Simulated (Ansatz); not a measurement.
# Bi-209 NMR of the central transition in Bi2S3

Cell: a COD entry, ions relaxed with PBE at fixed cell.

Space group Pnma (No. 62); a = 11.3450, b = 3.9940, c = 11.1930 Å.

```csv
site,Wyckoff,site symmetry,x,y,z
Bi1,4c,.m.,0.4866,0.2500,0.3251
Bi5,4c,.m.,0.3388,0.7500,0.0320
S9,4c,.m.,0.2845,0.2500,0.1922
S13,4c,.m.,0.5498,0.7500,0.1292
S17,4c,.m.,0.3780,0.7500,0.4438
```

One atom of each set is listed.

The numbers come from a DFT calculation in Ansatz (r2SCAN, plane waves and PAW, scalar-relativistic, 500 eV cutoff, Γ-centred 3×7×3 k-points, Fermi–Dirac smearing 0.02 eV).

Bi-209 has I = 9/2 and Q = -516.0 mb (Pyykkö 2018); at 11.7 T its Larmor frequency is ν₀ = 81.5 MHz (from the bare nuclear moment; shielding lowers the observed one by a per cent or two). Only the quadrupole interaction is simulated: positions count from each site's isotropic chemical shift, and shift anisotropy, dipolar and J coupling are left out.

Problem. Give C_Q, η, the quadrupolar product P_Q = |C_Q|(1 + η²/3)^½, the second-order isotropic shift and the breadth of the pattern (static powder) for each Bi site.

Solution. 

```json
{"site": "Bi1", "first shell": "7 S at 2.70–3.38 Å", "C_Q (MHz)": "-112", "η": "0.97", "P_Q (MHz)": "128", "δ_QIS (ppm)": "-3429", "breadth (kHz)": "2094"}
{"site": "Bi5", "first shell": "7 S at 2.63–3.32 Å", "C_Q (MHz)": "278", "η": "0.08", "P_Q (MHz)": "278", "δ_QIS (ppm)": "-16161", "breadth (kHz)": "7321"}
```

δ_QIS = −(ν_Q²/30ν₀²)[I(I+1) − 3/4](1 + η²/3) × 10⁶ ppm with ν_Q = 3|C_Q|/[2I(2I−1)]; it falls as 1/B₀² in ppm, and the breadth as 1/B₀ in kHz.

Spin–orbit coupling is left out, which shifts gradients on Bi by a few per cent, and by more where contributions nearly cancel. Newer work puts Q(²⁰⁹Bi) near −420 mb, which would lower these couplings by about a fifth.
